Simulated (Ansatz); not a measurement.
Input:

GaN:
Space group Fm-3m (No. 225); a = b = c = 4.2170 Å, α = β = γ = 90.00°

```json
[
 {"atom": "Ga", "site": "4a", "symmetry": "m-3m", "x": "0.0000", "y": "0.0000", "z": "0.0000"},
 {"atom": "N", "site": "4b", "symmetry": "m-3m", "x": "0.5000", "y": "0.5000", "z": "0.5000"}
]
```
(The calculation used a cell of 2 atoms; values per cell refer to that cell.)

This is the r²SCAN-relaxed structure.

Question: All from r²SCAN in the plane-wave PAW code Ansatz, unless another level is named. Predict the Hill bulk and shear moduli.

Answer: 244 and 163 GPa.

Question: Predict the elastic constants (relaxed ions, GPa).

Answer: C11 = 369, C12 = 181, C44 = 235.

This is a known high-pressure phase of the composition, computed here at zero pressure and temperature. The cell was relaxed with r²SCAN under the symmetry of its start; whether a distortion lowers the energy is not shown.

Potentials: the later of the program's two PAW sets.
